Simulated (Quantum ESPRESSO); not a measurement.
Ge6AlP, a curve over strain

Computed values, not a measurement. The program is pw.x of Quantum ESPRESSO 7.5 (plane-wave density functional theory). The cell is made up: 8 atoms on a zincblende/diamond lattice, with randomly drawn elements, strain and displacements, not relaxed. PseudoDojo standard norm-conserving files (v0.5 for PBE, v0.4.1 for LDA and PBEsol) set the functional; there is no spin polarisation, spin-orbit coupling or dispersion term, and the masses in the input are unused placeholders.

Seven runs add a strain to one cell (along z); the atoms follow the cell and are not relaxed. Stress in the table is positive in tension.

Input of the run at +0.0022:

```
&control calculation='scf', pseudo_dir='./dojo.nc.sr.pbe.v0_5.standard.upf', outdir='./o', disk_io='low', tprnfor=.true., tstress=.true. /
&system ibrav=0, nat=8, ntyp=3, nbnd=56, ecutwfc=77.98206166, nosym=.true., tot_charge=0,
 occupations='smearing', smearing='fd', degauss=0.0073498644
/
&electrons conv_thr=7.350e-09, electron_maxstep=60, /
ATOMIC_SPECIES
Al 1.0 Al.upf
Ge 1.0 Ge.upf
P 1.0 P.upf
CELL_PARAMETERS angstrom
5.9175 0.0 0.0
0.0 5.9175 0.0
0.0 0.0 5.9305
ATOMIC_POSITIONS angstrom
Ge -0.0335 0.0413 0.0216
Ge -0.0058 2.956 2.9785
Al 2.9514 0.013 2.9001
Ge 2.9455 2.9473 0.047
P 1.4255 1.4427 1.4682
Ge 1.5032 4.4284 4.5034
Ge 4.4254 1.5289 4.4693
Ge 4.4617 4.4351 1.3923
K_POINTS automatic
6 6 6 1 1 1
```

```
added strain  free energy less that of the input shown (eV)  stress xx (GPa)  stress yy (GPa)  stress zz (GPa)  stress xy (GPa)  pressure (GPa)  iterations
     -0.0221                                        -0.1240             4.25             4.22             3.06            -0.62           -3.84          10
     -0.0178                                        -0.1062             4.35             4.33             3.39            -0.61           -4.02          10
     -0.0153                                        -0.0949             4.41             4.38             3.58            -0.60           -4.12          10
     +0.0022                                         0.0000             4.77             4.74             4.85            -0.53           -4.79          10
     +0.0074                                         0.0338             4.86             4.84             5.21            -0.51           -4.97          10
     +0.0211                                         0.1341             5.07             5.06             6.13            -0.46           -5.42          10
     +0.0236                                         0.1540             5.11             5.09             6.29            -0.45           -5.50          10
```

A cubic fit gives a slope of stress zz against the added strain of 71 GPa at zero added strain, with the atoms clamped. Across the table the free energy follows the integral of the stress to within 1.1 meV. A rerun of one of the cells at 1347 eV and a 8 x 8 x 8 mesh moved values by no more than 0.002 eV in energy, 0.02 GPa in stress and 0.005 eV/Å in force.